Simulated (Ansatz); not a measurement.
# MnSe (P4/nmm): U = 3 eV on Mn d

Computed with Ansatz, DFT, LDA+U, all-electron LAPW, scalar-relativistic.

Command: `ansatz run input.yaml --threads 2 --pin off --max-ram 6144MiB --backend cpu --events-out ev --progress --plain --runs-dir out`

```yaml
crystal:
  lattice:
    - [3.613289, 0.0, 0.0]
    - [0.0, 3.613289, 0.0]
    - [0.0, 0.0, 6.246356]
  atoms:
    - { symbol: Mn, position: [0.0, 0.0, 0.0], spin: 4.0 }
    - { symbol: Mn, position: [0.5, 0.5, 0.0], spin: 4.0 }
    - { symbol: Se, position: [0.5, 0.0, 0.750317] }
    - { symbol: Se, position: [0.0, 0.5, 0.249683] }
magnetization:
  spin_polarized: true
kpoints:
  mp_grid: { grid: [8, 8, 5] }
scf:
  occupations: { method: fermi_dirac, width: 0.05 }
hamiltonian:
  xc: lda
  pseudopotentials: { kind: all_electron, lapw: { basis_error: 0.001 } }
  hubbard: { sites: [{ species: Mn, l: d, u_eff: 3 }] }
output:
  forces: true
  stress: true
  eigenvalues: true
  hubbard: { sites: [{ species: Mn, l: d }] }
  populations: true
```

The program prints:

```
Mn: projections on atomic orbitals take those of the free atom 1s2 2s2 2p6 3s2 3p6 3d5 4s2, of charge +0.00 (hamiltonian.pseudopotentials.projection_atoms)
Se: projections on atomic orbitals take those of the free atom 1s2 2s2 2p6 3s2 3p6 3d10 4s2 4p4, of charge +0.00 (hamiltonian.pseudopotentials.projection_atoms)
LAPW: plane waves up to 9.265 Å⁻¹, error target 1.0e-3 eV per atom; small_component_spin mean_spin; Mn in spheres of 1.201 Å, 15 of its electrons in bands, Dirac shells []; Se in spheres of 1.185 Å, 24 of its electrons in bands, Dirac shells [] (how accurate: hamiltonian.pseudopotentials.lapw.basis_error, Limitations)
Engine: ansatz 0.2.0
Pseudopotentials: kind: all_electron
Pseudopotential: Mn, LAPW, valence charge 15, lapw/all_electron/scalar/gaussian/Mn, Koelling and Harmon's equation, gaussian nucleus
Pseudopotential: Se, LAPW, valence charge 24, lapw/all_electron/scalar/gaussian/Se, Koelling and Harmon's equation, gaussian nucleus
Functional definition: SPW92
  exchange = slater_x
  correlation = pw_c
Crystal: 4 atoms, lattice volume = 81.552 Å³
Basis set: ecut = 327.0168633942959 eV, 1107 PW (Γ), exchange–correlation at level 2
Bands: 52, of which v1, the nominal top of the filled ones, is band 39 counted from 1 (38 counted from 0)
Symmetry: 16 space group operations
Space group: P4/nmm (ITA 129), of the structure as read, at distance tolerance 4.3e-5 Å
Magnetic group: BNS 129.411 (UNI 1071), of the structure as read, at distance tolerance 4.3e-5 Å
k-points: 45 of 320
Non-local potential: Mn, projectors of the file, none
Non-local potential: Se, projectors of the file, none
Initial density: superposition of atomic densities (chi_scale 0.1, normalization cell, long waves kept (reshape's long-wave potential 0.37 eV rms))
Starting moments: Σ|m| = 8 μB on 2 of 4 sites
Initial wavefunctions: plane waves of lowest kinetic energy (no species holds an atomic orbital)
Functional: x = slater, c = lda
iter 1 solved again at ethr=6.43e-3 eV; its pass at ethr=1.00e-1 eV (dr2=5.01e0 eV) is discarded
SCF iter   1: F=—  HF=-195018.003300 eV  |F-HF|=—  |Δ(HF+E_count)|=         —  Δρ=2.45e-2 (↑1.29e-2 ↓2.45e-2)  dr2=5.01e0  dr2_m=4.75e-2  M=7.443 μB ∫|m|=7.677 μB  β_m=0.30  ethr=6.43e-3  ⟨swp⟩=2.0  Hψ=30270  notcnv=0
preconditioner: auto → none  [metal: Δε(μ)=0.030 eV  Ē_g=10.858 eV  σ=0.050 eV  W_gap=0.15  n_scr=36 (ndim 8)  ℏωp=21.0 eV  f_vac=0.190  D(μ)=3.57/eV (n_scr^D=36)  sad-step TF]
SCF iter   2: F=—  HF=-195017.617018 eV  |F-HF|=—  |Δ(HF+E_count)|=   3.86e-1  Δρ=1.47e-2 (↑8.25e-3 ↓1.47e-2)  dr2=1.68e0  dr2_m=1.36e-2  M=7.772 μB ∫|m|=7.961 μB  β_m=0.30  ethr=6.43e-3  ⟨swp⟩=2.0  Hψ=14250  notcnv=0
SCF iter   3: F=—  HF=-195017.287856 eV  |F-HF|=—  |Δ(HF+E_count)|=   3.29e-1  Δρ=8.67e-3 (↑5.38e-3 ↓8.67e-3)  dr2=1.85e-1  dr2_m=1.31e-2  M=8.132 μB ∫|m|=8.267 μB  β_m=1.00  ethr=2.15e-3  ⟨swp⟩=3.0  Hψ=14529  notcnv=0
SCF iter   4: F=—  HF=-195017.278517 eV  |F-HF|=—  |Δ(HF+E_count)|=         —  Δρ=3.63e-3 (↑2.69e-3 ↓3.63e-3)  dr2=3.91e-2  dr2_m=7.70e-4  M=8.046 μB ∫|m|=8.235 μB  β_m=0.30  ethr=2.37e-4  ⟨swp⟩=2.0  Hψ=13909  notcnv=0
the basis was enlarged: its passes take 1016.7 KiB over the memory plan, 2 of 2 planned eigensolver slots
iter 5 solved again at ethr=1.95e-6 eV; its pass at ethr=5.01e-5 eV (dr2=1.52e-3 eV) is discarded
[...]
SCF iter   7: F=—  HF=-195017.316270 eV  |F-HF|=—  |Δ(HF+E_count)|=   2.19e-2  Δρ=9.74e-4 (↑8.91e-4 ↓9.74e-4)  dr2=2.54e-4  dr2_m=5.99e-4  M=7.867 μB ∫|m|=8.110 μB  β_m=0.82  ethr=1.01e-6  ⟨swp⟩=3.0  Hψ=14130  notcnv=0
SCF iter   8: F=—  HF=-195017.326688 eV  |F-HF|=—  |Δ(HF+E_count)|=   1.04e-2  Δρ=1.69e-3 (↑8.20e-4 ↓1.69e-3)  dr2=1.90e-2  dr2_m=3.76e-4  M=7.762 μB ∫|m|=8.029 μB  β_m=0.42  ethr=3.25e-7  ⟨swp⟩=3.0  Hψ=14429  notcnv=0  recentre
SCF iter   9: F=—  HF=-195017.321991 eV  |F-HF|=—  |Δ(HF+E_count)|=   4.70e-3  Δρ=6.11e-4 (↑6.11e-4 ↓5.05e-4)  dr2=4.29e-3  dr2_m=2.17e-5  M=7.820 μB ∫|m|=8.074 μB  β_m=0.49  ethr=3.25e-7  ⟨swp⟩=3.0  Hψ=14987  notcnv=0
SCF iter  10: F=—  HF=-195017.321976 eV  |F-HF|=—  |Δ(HF+E_count)|=   1.42e-5  Δρ=1.34e-4 (↑1.07e-4 ↓1.34e-4)  dr2=2.86e-5  dr2_m=8.63e-6  M=7.759 μB ∫|m|=8.028 μB  β_m=0.56  ethr=3.25e-7  ⟨swp⟩=3.0  Hψ=13979  notcnv=0
SCF iter  11: F=—  HF=-195017.321998 eV  |F-HF|=—  |Δ(HF+E_count)|=   2.14e-5  Δρ=4.06e-5 (↑2.07e-5 ↓4.06e-5)  dr2=2.80e-6  dr2_m=5.01e-7  M=7.752 μB ∫|m|=8.022 μB  β_m=0.60  ethr=3.66e-8  ⟨swp⟩=3.0  Hψ=13365  notcnv=0
SCF iter  12: F=—  HF=-195017.322001 eV  |F-HF|=—  |Δ(HF+E_count)|=   3.02e-6  Δρ=1.42e-5 (↑1.24e-5 ↓1.42e-5)  dr2=6.52e-7  dr2_m=8.18e-8  M=7.753 μB ∫|m|=8.022 μB  β_m=0.57  ethr=3.58e-9  ⟨swp⟩=3.0  Hψ=13655  notcnv=0
SCF iter  13: F=-195017.322001 eV  HF=-195017.322001 eV  |F-HF|=2.51e-8  |Δ(HF+E_count)|=   4.53e-8  Δρ=3.73e-6 (↑2.56e-6 ↓3.73e-6)  dr2=1.51e-8  dr2_m=6.69e-9  M=7.753 μB ∫|m|=8.022 μB  ethr=8.35e-10  ⟨swp⟩=2.1  Hψ=13110  notcnv=0
SCF 1 converged in 13 iterations: F = -195017.322001 eV  dr2 = 1.51e-8
WARN: an SCF from antiferromagnetic starting moments (-4.00, 4.00, 0.00, 0.00 Bohr magnetons, atom by atom) was not made, by what the run has read of turns of its moments that order reads lower: the deck asks for what bars it, or types moments that do (magnetization.spin_polarized, in the input reference, names some of the keys), or the run goes by scf.lower_state_search: light, the default, which …
SCF converged after 13 iterations
Magnetization: 7.7529 μB (42.8765 up, 35.1235 down)
Absolute magnetization: 8.0224 μB (∫|ρ↑−ρ↓|)
Spin contamination: 0.2239 ħ² per cell (⟨S²⟩ above its minimum at these occupations)
Per-site moments (μB) at R_I (Å): [(3.62386477891795, 1.2012516439098506), (3.62386477891795, 1.2012516439098506), (-0.02538859006939731, 1.1854498700279317), (-0.02538859006939731, 1.1854498700279317)]
Free energy (F): -195017.322001 eV
Harris-Foulkes:  -195017.322001 eV  (|F-HF|=2.51e-8)
Internal energy: -195017.299890 eV  (E = F + TS)
E sigma→0 (E₀):  -195017.310945 eV
Entropy (-TS):   -0.022111 eV (-5.528 meV/atom)
Fermi energy:    10.275596 eV
--- Per-component energies (eV) ---
  E_band       = -3769.427921
  E_kinetic    = 198894.109742
  E_xc         = -7354.866022
  E_hubbard    = 2.752607  (on-site DFT+U / exact-exchange correction)
  E_vhub       = -11.649122  (the Hubbard potential's part of the band-sum identity)
  E_electrostatic = -386559.296218  (all electrons and nuclei)
  E_smearing   = -0.022111  (= −TS)
  E_closure    = 0.000000  (closes the sum)
  E_atoms      = -194991.843162  (free atoms, spherical and without spin; not in F)
  Σ components = -195017.322001   (vs F -195017.322001, Δ=0.00e0)
  Basis errors (estimates in eV, not in F): energy 4.3e-4 per atom: plane waves 3.7e-4 (2.2e-4 summed), levels above the bands 8.7e-87, relativity 4.8e-9, radial functions 5.6e-5, core shells 5.3e-8; eigenvalues (radial functions only) 1.4e-6; not estimated: angular momenta, meshes, grids; target (lapw.basis_error) 1.0e-3; muffin-tin radii Mn 1.201 Å, Se 1.185 Å
--- Forces (eV/Å), atoms counted from 1 ---
  atom   1  Mn    -0.00000000     0.00000000     0.00000000
  atom   2  Mn     0.00000000     0.00000000    -0.00000000
  atom   3  Se     0.00000000     0.00000000    -1.50909597
  atom   4  Se    -0.00000000     0.00000000     1.50909597
  max |Σ_I F_I| component: 4.34e-19 eV/Å
--- Stress (GPa, compression-positive) ---
       17.898642       0.000000      -0.000000
        0.000000      17.898642      -0.000000
       -0.000000      -0.000000       7.108289
  P = ⅓ Tr σ = 14.3019 GPa (143.019 kbar)
--- Band table (eV; the first three rows and the last of 90) ---
  k-point 0 ↑: bands = ["-196.9073", "-196.9068", "-136.9475", "-136.9475", "-136.9474", "-136.9474", "-136.9386", "-136.9384", "-69.8953", "-69.8210", "-39.3103", "-39.2481", "-39.0311", "-39.0311", "-38.7494", "-38.7494", "-37.7146", "-37.7061", "-37.7044", "-37.7044", "-37.7031", "-37.7029", "-37.7011", "-37.7011", "-37.7001", "-37.7001", "-4.3994", "-3.4964", "3.2077", "3.7494", "4.5546", "4.5 …
  k-point 1 ↑: bands = ["-196.9073", "-196.9068", "-136.9475", "-136.9475", "-136.9474", "-136.9474", "-136.9386", "-136.9384", "-69.8953", "-69.8210", "-39.3103", "-39.2481", "-39.0311", "-39.0311", "-38.7494", "-38.7494", "-37.7146", "-37.7061", "-37.7044", "-37.7044", "-37.7031", "-37.7029", "-37.7011", "-37.7011", "-37.7001", "-37.7001", "-4.3531", "-3.5604", "3.2653", "3.7171", "4.5444", "4.5 …
  k-point 2 ↑: bands = ["-196.9073", "-196.9068", "-136.9475", "-136.9475", "-136.9474", "-136.9474", "-136.9386", "-136.9384", "-69.8953", "-69.8210", "-39.3103", "-39.2481", "-39.0311", "-39.0311", "-38.7494", "-38.7494", "-37.7145", "-37.7061", "-37.7045", "-37.7045", "-37.7031", "-37.7029", "-37.7011", "-37.7011", "-37.7000", "-37.7000", "-4.2586", "-3.6832", "3.3842", "3.6376", "4.5283", "4.5 …
  k-point 44 ↓: bands = ["-196.9094", "-196.9094", "-136.9563", "-136.9563", "-136.9563", "-136.9563", "-136.9331", "-136.9331", "-66.0835", "-66.0835", "-37.7274", "-37.7274", "-37.7204", "-37.7204", "-37.7173", "-37.7173", "-37.7116", "-37.7116", "-37.6989", "-37.6989", "-35.5055", "-35.5055", "-35.4512", "-35.4512", "-35.1084", "-35.1084", "-2.8178", "-2.8178", "5.0859", "5.0859", "6.4679", "6. …
Occupation matrices written to <dir>
--- Löwdin populations: 4 sites ---
  site symbol       q [e]    m [muB]
     0     Mn     24.3072     3.8341
     1     Mn     24.3072     3.8341
     2     Se     34.4606     0.0139
     3     Se     34.4606     0.0139
  spilling = 0.003936 (of n_electrons = 118.000000)
--- Occupation matrices: 2 shells (run DFT+U table (ortho-atomic); ε = 1.73e-2) ---
  Mn0 d_3D: site group D2d (-42m)
  Mn0 d_3D up     Tr n = 4.7538  λ = 0.925 0.925 0.953 0.972 0.980  [2× xz 0.50 E(1.00) | xy 1.00 B1(1.00) | 2× z2 0.50 A1(0.50)]
  Mn0 d_3D dn     Tr n = 0.9646  λ = 0.081 0.105 0.161 0.161 0.457  [z2 1.00 A1(1.00) | x2-y2 1.00 B2(1.00) | 2× xz 0.50 E(1.00) | xy 1.00 B1(1.00)]
  Mn1 d_3D: site group D2d (-42m)
  Mn1 d_3D up     Tr n = 4.7538  λ = 0.925 0.925 0.953 0.972 0.980  [2× xz 0.50 E(1.00) | xy 1.00 B1(1.00) | 2× z2 0.50 A1(0.50)]
  Mn1 d_3D dn     Tr n = 0.9646  λ = 0.081 0.105 0.161 0.161 0.457  [z2 1.00 A1(1.00) | x2-y2 1.00 B2(1.00) | 2× xz 0.50 E(1.00) | xy 1.00 B1(1.00)]
  Tr n, λ and their labels are of the run-group-symmetrised matrices; stabiliser: 16 of 32 elements of G0×{1,Θ} (closed), max defect 2.6e-15 at τ = 3.7e-3
```

occupations.tsv:

```
# site	symbol	l	channel	k	occupation	cluster	real_ylm_label	real_ylm_weight	cubic_label	cubic_weight	pseudocubic_irrep	site_irrep	w_site_irrep	cell_site_irrep	w_cell_site_irrep
# projection_atom_Mn: 1s2 2s2 2p6 3s2 3p6 3d5 4s2
# projection_atom_Se: 1s2 2s2 2p6 3s2 3p6 3d10 4s2 4p4
# site_irrep/w_site_irrep = the cluster's dominant irrep under the shell's site group (Mulliken, in the setting of the per-shell frame z, x; double-valued rows on a spinor block under rep=spin_orbital) and its weight, the cluster's purity; - without a site group
# cell_site_irrep/w_cell_site_irrep = the same under the site's group on the run's cell, the crystal's operations that keep its lattice, with its own per-shell comment where it differs; - as there, and where that group is no smaller or either group is refused
# basis = run DFT+U table (ortho-atomic)
# labels = run-group-symmetrised matrices
# epsilon = 0.0173 provisional = false under_converged = false
# stabiliser = 16/32 closed max_defect = 2.6461e-15 tolerance = 0.00367
# site 0 Mn l=2_3D: orbit=0, site group D2d (-42m), |G|=8, z=[0.000000, 0.000000, 1.000000], x=[0.707107, 0.707107, 0.000000], rep=spin
0	Mn	2_3D	up	0	0.924687	0	xz	0.5000	xz	0.5000	-	E	1.0000	-	-
0	Mn	2_3D	up	1	0.924687	0	xz	0.5000	xz	0.5000	-	E	1.0000	-	-
0	Mn	2_3D	up	2	0.952913	1	xy	1.0000	xy	1.0000	-	B1	1.0000	-	-
0	Mn	2_3D	up	3	0.971878	2	z2	0.5000	z2	0.5000	-	A1	0.5000	-	-
0	Mn	2_3D	up	4	0.979614	2	z2	0.5000	z2	0.5000	-	A1	0.5000	-	-
# Tr n = 4.753779
0	Mn	2_3D	dn	0	0.080662	0	z2	1.0000	z2	1.0000	-	A1	1.0000	-	-
0	Mn	2_3D	dn	1	0.104666	1	x2-y2	1.0000	x2-y2	1.0000	-	B2	1.0000	-	-
0	Mn	2_3D	dn	2	0.160902	2	xz	0.5000	xz	0.5000	-	E	1.0000	-	-
0	Mn	2_3D	dn	3	0.160902	2	xz	0.5000	xz	0.5000	-	E	1.0000	-	-
0	Mn	2_3D	dn	4	0.457463	3	xy	1.0000	xy	1.0000	-	B1	1.0000	-	-
# Tr n = 0.964595
# site 1 Mn l=2_3D: orbit=0, site group D2d (-42m), |G|=8, z=[0.000000, 0.000000, 1.000000], x=[0.707107, 0.707107, 0.000000], rep=spin
1	Mn	2_3D	up	0	0.924687	0	xz	0.5000	xz	0.5000	-	E	1.0000	-	-
1	Mn	2_3D	up	1	0.924687	0	xz	0.5000	xz	0.5000	-	E	1.0000	-	-
1	Mn	2_3D	up	2	0.952913	1	xy	1.0000	xy	1.0000	-	B1	1.0000	-	-
1	Mn	2_3D	up	3	0.971878	2	z2	0.5000	z2	0.5000	-	A1	0.5000	-	-
1	Mn	2_3D	up	4	0.979614	2	z2	0.5000	z2	0.5000	-	A1	0.5000	-	-
# Tr n = 4.753779
1	Mn	2_3D	dn	0	0.080662	0	z2	1.0000	z2	1.0000	-	A1	1.0000	-	-
1	Mn	2_3D	dn	1	0.104666	1	x2-y2	1.0000	x2-y2	1.0000	-	B2	1.0000	-	-
1	Mn	2_3D	dn	2	0.160902	2	xz	0.5000	xz	0.5000	-	E	1.0000	-	-
1	Mn	2_3D	dn	3	0.160902	2	xz	0.5000	xz	0.5000	-	E	1.0000	-	-
1	Mn	2_3D	dn	4	0.457463	3	xy	1.0000	xy	1.0000	-	B1	1.0000	-	-
# Tr n = 0.964595
```

populations.tsv:

```
# site	symbol	l	j	q_up	q_dn
# orbitals = lowdin
# n_electrons = 118.000000
# spilling = 0.003936
# projection_atom_Mn: 1s2 2s2 2p6 3s2 3p6 3d5 4s2
# projection_atom_Se: 1s2 2s2 2p6 3s2 3p6 3d10 4s2 4p4
0	Mn	0_1S	-	0.999991	0.999991
0	Mn	0_2S	-	0.999546	0.999562
0	Mn	0_3S	-	0.989581	0.990167
0	Mn	0_4S	-	0.328783	0.284760
0	Mn	1_2P	-	2.999985	2.999994
0	Mn	1_3P	-	2.998981	2.997477
0	Mn	2_3D	-	4.753779	0.964595
1	Mn	0_1S	-	0.999991	0.999991
1	Mn	0_2S	-	0.999546	0.999562
1	Mn	0_3S	-	0.989581	0.990167
1	Mn	0_4S	-	0.328783	0.284760
1	Mn	1_2P	-	2.999985	2.999994
1	Mn	1_3P	-	2.998981	2.997477
1	Mn	2_3D	-	4.753779	0.964595
2	Se	0_1S	-	0.999997	0.999997
2	Se	0_2S	-	0.999906	0.999886
2	Se	0_3S	-	0.998163	0.997754
2	Se	0_4S	-	0.933535	0.918469
2	Se	1_2P	-	2.999996	2.999996
2	Se	1_3P	-	2.999645	2.999499
2	Se	1_4P	-	2.306168	2.308192
2	Se	2_3D	-	4.999809	4.999549
3	Se	0_1S	-	0.999997	0.999997
3	Se	0_2S	-	0.999906	0.999886
3	Se	0_3S	-	0.998163	0.997754
3	Se	0_4S	-	0.933535	0.918469
3	Se	1_2P	-	2.999996	2.999996
3	Se	1_3P	-	2.999645	2.999499
3	Se	1_4P	-	2.306168	2.308192
3	Se	2_3D	-	4.999809	4.999549
```

Site moments (μB): Mn1 3.62, Mn2 3.62, Se3 -0.03, Se4 -0.03. Cell moment 7.75 μB.

The magnetic group in the log treats spin as a scalar label, without spin–orbit coupling.

The program warned that a lower magnetic state may exist. The state reached may lie above the lowest one, so it isn't offered as the ground state. These are results for the start and cell typed. The real compound can order otherwise, in a larger cell, or not at all, since semilocal functionals at zero temperature often overstate magnetism.

It took 38 s on 2 threads of Intel(R) Xeon(R) 6975P-C (Granite Rapids), on a shared host, peak memory 1 GiB.
